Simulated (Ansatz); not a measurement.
GdN (WC-type structure)

Level of theory: DFT, PBEsol, scalar-relativistic, collinear spin; plane waves to 420 eV with PAW datasets (Ansatz 0.2.0), Γ-centred 10×10×10 mesh, 0.05 eV Gaussian smearing. The datasets are Ansatz's generated set soft_2.

```
Gd N
1.0
     3.35297    0.00000    0.00000
    -1.67649    2.90376    0.00000
     0.00000    0.00000    3.04953
Gd N
1 1
Direct
  0.00000 0.00000 0.00000
  0.66667 0.33333 0.50000
```

The start was a prototype's sites filled with these elements. The Crystallography Open Database lists the compound in space group Fm-3m (rock salt), so this is a trial structure.

Magnetic state: ferromagnetic, site spin moments Gd 6.83 μB.

Path: Γ–M–K–Γ–A–L–H–A | L–M | H–K, with Γ = (0.000, 0.000, 0.000), M = (0.500, 0.000, 0.000), K = (0.333, 0.333, 0.000), A = (0.000, 0.000, 0.500), L = (0.500, 0.000, 0.500), H = (0.333, 0.333, 0.500) in reciprocal vectors of the calculation's cell.

Problem. Is it a metal or an insulator, and if it has a gap, where are the band edges on this path?

Solution. A semimetal or zero-gap crystal: the filled and empty bands only touch or barely overlap.

Bands as a text map, energy in eV from the Fermi level (dashes), each leg drawn with the same width, + spin up, o spin down, # both:
```
  3.71 |             + ++   +   o    o+   oooooo   o    o ooo        oo    
  3.43 | +           o#       +  +                  o        o         oo##
  3.14 |+           o  o     + o  ++++oooo             o++    o            
  2.86 |           o    o            +     ++++++++  oo   +++      ++      
  2.57 |ooo      oo   +    oooo +         +        +    +    + o     ++  ++
  2.29 |   oooooo ooo#ooooo      ooooo+  +          +   oo   oooooo    ##oo
  2.00 |oooooooooooo#oo#ooooooooooooooooooooooooooooooo#oooooo#oooooooooooo
  1.71 |ooooooooooooooooooooooooooooooo##oooooooooooo##oooooooooooooooooooo
  1.43 |  ooo      +oo o#ooo   #o ooooooo             oooo     #           
  1.14 |oo  oo    oo      o ooo oo                              o          
  0.86 |   o  oooo+      + o  +o                                 oo        
  0.57 |++o      +          o+o                                 +          
  0.29 |oo++++  +         + +o                                             
  0.00 |---+--++-----------+----------------------o--------------++o-------
 -0.29 |o##  ++++         + #o                  o#+#             +++#      
 -0.57 |+  o+  o +       + o +o                #+   #           + o  o     
 -0.86 |    o## oo+    +++#   +   +++++       o      #++++     +oo   +     
 -1.14 |   #ooo+++#++++ #oo+    ++    ++      +       o        o+++   #  ++
 -1.43 |  #    ooooo#oo#   o#  #ooooooo++    #         #oo   ###ooo     +oo
 -1.71 |##           ##      ##       oo#+  #          o    #+         #o##
 -2.00 | +                  #   o       o#++          +   ++ o        #o+  
 -2.29 |  #                o    +        o##    oooo  o   ###      oo#  #  
 -2.57 |                   +                + oo++++#+             ++  + + 
 -2.86 |   #        +##+  #      #     +++#oo#++    +#+   o           +o o#
 -3.14 |++++#+++++###++###++++++++++++++##+++#++++++++#++++##++++++++++++++
 -3.43 |+++++#####+++++++++++++++++++++#++++++#++++++++++++++#+####+++#++++
 -3.71 |   ++      ++++++++     ++o+++#+++++++ o    o++#+++++ o      o ++++
 -4.00 |     ++++++                o   +      ++oo o+ + o    ++++++ o++    
        Γ      M      K      Γ      A      L      H      AL       MH      K
```

Formal charges Gd³⁺, N³⁻ leave Gd³⁺ with an open 4f⁷ shell. Exchange should fill one spin channel of a half-filled shell and leave an insulator, so a metal points to the functional or the structure. The run still finds no gap.

Exchange splits the half-filled 4f shell away from the Fermi level; the metal comes from a small overlap of other bands, which can be the functional's gap error. These numbers lack spin–orbit coupling. The run wasn't fully tested for a lower electronic state. Site moments are of spin, integrated over atomic spheres. A displaced or strained copy of the relaxed cell lay 1.6 meV/atom lower, so the structure isn't a true minimum at this level, unless the mesh, which matters in a metal, makes it so. Only parallel moments were tried, so the real magnetic order may be another.
